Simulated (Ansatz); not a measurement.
Data:

CaO:
```
CaO
1.0
    0.00000     2.35399     2.35399
    2.35399     0.00000     2.35399
    2.35399     2.35399     0.00000
Ca O
1 1
Direct
  0.00000   0.00000   0.00000
  0.50000   0.50000   0.50000
```

This is the LDA-relaxed structure.

Q: All from the program Ansatz at the LDA level (PAW), unless another level is named. Give the highest zone-centre frequency (without LO–TO term).

A: 290 cm⁻¹.

Q: Next, the vibrational entropy at 300 K?

A: 19.5 J/(K·mol of atoms).

Q: What about the Debye temperature from the elastic constants?

A: 691 K.

Space group Fm-3m (rock salt). The LDA relaxation kept the symmetry of its start; phonons on a q-mesh show no instability.

Potentials: the later of the program's two PAW sets.
